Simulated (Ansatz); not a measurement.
SrTiS₂:
```xyz
4
Lattice="3.6788 0.0000 0.0000 -1.8394 3.1860 0.0000 0.0000 0.0000 6.7488" Properties=species:S:1:pos:R:3 pbc="T T T"
S      1.8394     1.0620     5.3596
Ti     0.0000     0.0000     0.0000
S      0.0000     2.1240     1.3892
Sr     0.0000     0.0000     3.3744
```

Relaxed with PBE+D3(BJ). Special points in fractions of this cell's reciprocal vectors: Γ (0.000, 0.000, 0.000); M (0.500, 0.000, 0.000); K (0.333, 0.333, 0.000); A (0.000, 0.000, 0.500); L (0.500, 0.000, 0.500); H (0.333, 0.333, 0.500).

Task: List the band energies nearest the Fermi level at these points for PBE+D3(BJ) in the plane-wave PAW code Ansatz.

Result: In eV from the Fermi level; about four levels below and three above (degenerate sets whole), none deeper than 8.9 eV; points with the same levels are listed once.

```csv
k,below,above
Γ,-2.38 -2.38 -1.12 -0.18 -0.18,1.05 1.05 1.76
M,-4.28 -3.90 -3.50 -1.21,0.39 0.74 0.96
K,-5.71 -5.71 -4.24 -4.24 -3.87,0.18 0.59 0.59
A,-2.81 -2.81 -0.07 -0.07,0.22 0.95 2.00 2.00
L,-4.06 -3.98 -3.85 -0.57,0.15 0.76 0.99
H,-5.17 -4.64 -4.48 -4.48,0.40 0.52 0.52
```

Space group P-3m1. The cell is a constructed one: a structure type filled with these elements; neither database checked (COD, Materials Project) lists it. Whether it is the stable phase at ambient conditions was not checked. Symmetry was held in the PBE+D3(BJ) relaxation; of distortions, only those at the zone centre were tested. The run is not spin-polarised. Scalar-relativistic: spin–orbit coupling is off unless named, which matters more the heavier the elements.

Potentials: the later of the program's two PAW sets.
